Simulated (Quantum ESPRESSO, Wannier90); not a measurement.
# CdTe (wurtzite): Wannier90 run

```
CdTe
1.0
    4.63327     0.00000     0.00000
   -2.31664     4.01253     0.00000
    0.00000     0.00000     7.60243
Cd Te
2 2
Direct
  0.33333   0.66667   0.00036
  0.66667   0.33333   0.50036
  0.33333   0.66667   0.37464
  0.66667   0.33333   0.87464
```

Materials Project entry mp-12779; symmetrised, unrelaxed at this level. Not found in the COD (Crystallography Open Database) copy used, which has the formula in other groups; not checked further. Method: PBEsol plane waves in Quantum ESPRESSO 7.5 (PseudoDojo norm-conserving files, 82 Ry, no spin polarisation, no spin-orbit coupling), Bloch states on a 6×6×4 mesh through Γ, Wannier90 4.0.1. Density: 12×12×4 mesh, Gaussian smearing 0.01 Ry. Spin-orbit coupling is left out although heavy elements are present.

The plane-wave run has 58 bands and 72 electrons a cell. On the energy scale of pw.x, whose zero is arbitrary, the valence-band maximum lies at 6.99 eV.

Isolated groups of bands, relative to the valence-band maximum (bands from 37 on overlap up to the last one computed):

```tsv
bands	from (eV)	to (eV)	filling	weight on atomic waves
1–2	-101.97	-101.97	filled	Cd 4s 100 %
3–8	-63.06	-63.06	filled	Cd 4p 100 %
9–18	-35.96	-35.95	filled	Te 4d 100 %
19–20	-11.03	-10.54	filled	Te 5s 81 %, Cd 4d 11 %, Cd 5s 8 %
21–30	-8.14	-7.39	filled	Cd 4d 96 %
31–36	-4.28	0.00	filled	Te 5p 80 %, Cd 5s 12 %
```

Input w.win, without the blocks of cell, atoms and k-points (144 lines):

```
num_bands = 30
num_wann = 16
exclude_bands = 1-18,21-30
num_iter = 1000
conv_tol = 1.0e-6
conv_window = 4
dis_num_iter = 1000
dis_conv_tol = 1.0e-6
dis_froz_max = 9.08
dis_win_max = 14.14
write_hr = true
write_u_matrices = true
begin projections
f=0.33521,-0.32590,0.00552: s;p
f=-0.33804,0.32168,-0.49741: s;p
f=0.32946,-0.32681,0.37111: s;p
f=-0.33586,0.32176,-0.12395: s;p
end projections
mp_grid = 6 6 4
```

wannier90.x stops with:
```
dis_windows: Energy window contains fewer states than number of target WFs
```
At some k-point the outer window holds fewer bands than num_wann, so no subspace of that size can be extracted. Mended as below, all else unchanged, the run goes through (Ω_I = 31.2 Å²) and follows the plane-wave bands to 2.1 meV rms (states up to 1.6 eV relative to the valence-band maximum).
Remove the line dis_win_max = 14.14.
